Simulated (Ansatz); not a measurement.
Bi (A7 type, space group R-3m)

```xyz
2
Lattice="2.2668 1.3088 3.8846 -2.2668 1.3088 3.8846 0.0000 -2.6175 3.8846" Properties=species:S:1:pos:R:3 pbc="T T T"
Bi     0.0000     0.0000     2.7643
Bi     0.0000     0.0000     8.8895
```

E(V) scan at fixed shape, V₀ the volume above. The atoms relax within the cell's symmetry.

Calculation: PBE-D3(BJ) (plane waves to 420 eV, PAW, scalar-relativistic; Ansatz, a program for electronic structure). k mesh 13×13×13 (Γ-centred), Fermi-Dirac smearing 0.05 eV. Energies are smeared free energies. Compression counts positive. With the shape held, the modulus is that of even scaling; a crystal free to change shape is softer. Bi was relaxed with its symmetry unable to fall. Spin-orbit coupling is left out, though Bi is heavy. The PAW data are Ansatz's earlier set. ΔE is measured from the relaxed starting cell. The last digit holds for this mesh only.

```json
[
 {"V (Å³/atom)": "29.042", "ΔE (meV/atom)": "158.1"},
 {"V (Å³/atom)": "29.964", "ΔE (meV/atom)": "103.6"},
 {"V (Å³/atom)": "30.886", "ΔE (meV/atom)": "62.8"},
 {"V (Å³/atom)": "31.808", "ΔE (meV/atom)": "33.4"},
 {"V (Å³/atom)": "32.730", "ΔE (meV/atom)": "withheld"},
 {"V (Å³/atom)": "33.652", "ΔE (meV/atom)": "3.3"},
 {"V (Å³/atom)": "34.574", "ΔE (meV/atom)": "0.0"},
 {"V (Å³/atom)": "35.496", "ΔE (meV/atom)": "3.0"},
 {"V (Å³/atom)": "36.418", "ΔE (meV/atom)": "11.3"},
 {"V (Å³/atom)": "37.340", "ΔE (meV/atom)": "24.1"},
 {"V (Å³/atom)": "38.262", "ΔE (meV/atom)": "40.6"},
 {"V (Å³/atom)": "39.184", "ΔE (meV/atom)": "60.4"},
 {"V (Å³/atom)": "40.106", "ΔE (meV/atom)": "82.9"}
]
```

Fit a third-order Birch-Murnaghan form (E₀, V₀, B₀, B₀′ free) to the given rows and predict ΔE at V = 32.730.

Least squares on the 12 given rows: ΔE = E₀ + (9V₀B₀/16)·y²·[2 + (B₀′ − 4)y], y = (V₀/V)^(2/3) − 1, with V₀ = 34.588 Å³/atom, B₀ = 40.37 GPa (160.2 GPa = 1 eV/Å³; the term in eV is multiplied by 1000), B₀′ = 4.91, E₀ = 0.18 meV/atom; root-mean-square residual 0.15 meV/atom. At 32.730 the fit gives 14.2 meV/atom; the calculation gives 14.0 meV/atom, so the interpolation is off by 0.2 (+1.4 %). For the pressure the fit gives 2.6 GPa against the computed 2.6 GPa.

(Under strain, the slope of the energy per volume gives the stress and its curvature an elastic modulus.)
